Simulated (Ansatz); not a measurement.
Consider the following.

LaNi2:
```xyz
6
Lattice="0.0000 3.6549 3.6549 3.6549 0.0000 3.6549 3.6549 3.6549 0.0000" Properties=species:S:1:pos:R:3 pbc="T T T"
La     3.6549     3.6549     3.6549
La     5.4824     5.4824     5.4824
Ni     0.9137     0.9137     0.9137
Ni     0.9137     2.7412     2.7412
Ni     2.7412     2.7412     0.9137
Ni     2.7412     0.9137     2.7412
```

This is the r²SCAN-relaxed structure.

Problem. All from DFT-r²SCAN in the program Ansatz with PAW potentials, unless another level is named. Estimate the density of states at the Fermi level.

Solution. 0.49 states/eV per atom (mean over ±0.08 eV).

Problem. Next, the formation energy from the elements (no fitted shifts)?

Solution. -0.25 eV/atom.

Space group Fd-3m (cubic Laves (MgCu2 type)). The workflow started from an entry of the Crystallography Open Database (COD). Its standing as an ambient phase is unchecked. The cell was relaxed with r²SCAN under the symmetry of its start; its stability against distortions is not shown here. The workflow began spin-polarised and lost its moments. The references are the lowest solids computed at this level, not always the standard phases. Spin–orbit coupling is left out wherever it is not named.

Potentials: the later of the program's two PAW sets.
